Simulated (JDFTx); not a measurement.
System: SnTe(110) (Fm-3m bulk; lattice of mp-1883, not re-optimised at this level), 1x1 cell of 8 atoms in 4 planes (Sn/Te outermost, slab composition Sn4Te4), area 28.71 Å² a face, 6.8 Å between the outermost planes in a cell 22.8 Å high; k mesh 4×4×1, Fermi width 0.003 Ha, no spin polarisation. Whether this polymorph is the ambient one wasn't checked.

Level of theory: PBE, GBRV ultrasoft potentials, plane waves to 20/100 Ha; code: a modified build of JDFTx. Vacuum. The outer atoms relax from bulk positions, keeping the cell's symmetry; the lattice is not PBE's own optimum in this code, and that strain can shift the moves by a few hundredths of an ångström. Input:

```
lattice \
  8.5140151299 0.0000000000 0.0000000000 \
  0.0000000000 12.0406356674 0.0000000000 \
  0.0000000000 0.0000000000 43.0857556415
coords-type Lattice
ion Sn 0.5000000000 0.5000000000 -0.1482046970 1
ion Sn 0.0000000000 0.0000000000 -0.0494015660 1
ion Sn 0.5000000000 0.5000000000 0.0494015660 1
ion Sn 0.0000000000 0.0000000000 0.1482046970 1
ion Te 0.5000000000 0.0000000000 -0.1482046970 1
ion Te 0.0000000000 0.5000000000 -0.0494015660 1
ion Te 0.5000000000 0.0000000000 0.0494015660 1
ion Te 0.0000000000 0.5000000000 0.1482046970 1
ion-species pseudo/sn_pbe_v1.4.upf
ion-species pseudo/te_pbe_v1.upf
elec-cutoff 20 100
elec-ex-corr gga-PBE
coulomb-interaction Slab 001
coulomb-truncation-embed 0 0 0
kpoint-folding 4 4 1
elec-smearing Fermi 0.003
lcao-params 10
elec-n-bands 48
converge-empty-states yes
electronic-scf nIterations 100 energyDiffThreshold 1e-07
ionic-minimize nIterations 10 energyDiffThreshold 1e-5 knormThreshold 4e-4
dump-name vac.$VAR
dump End State Ecomponents EigStats BandEigs Forces ElecDensity IonicPositions Fillings Kpoints Dtot
```

### Question
How far do the free atoms of the upper face move along the normal, and how much energy is released?

### Answer
Te (atom 8) 0.09 Å, Sn (atom 4) -0.21 Å, Sn (atom 3) 0.38 Å, Te (atom 7) 0.08 Å (positive: outward). The free energy falls by 0.660 eV per cell, 184 mJ/m².
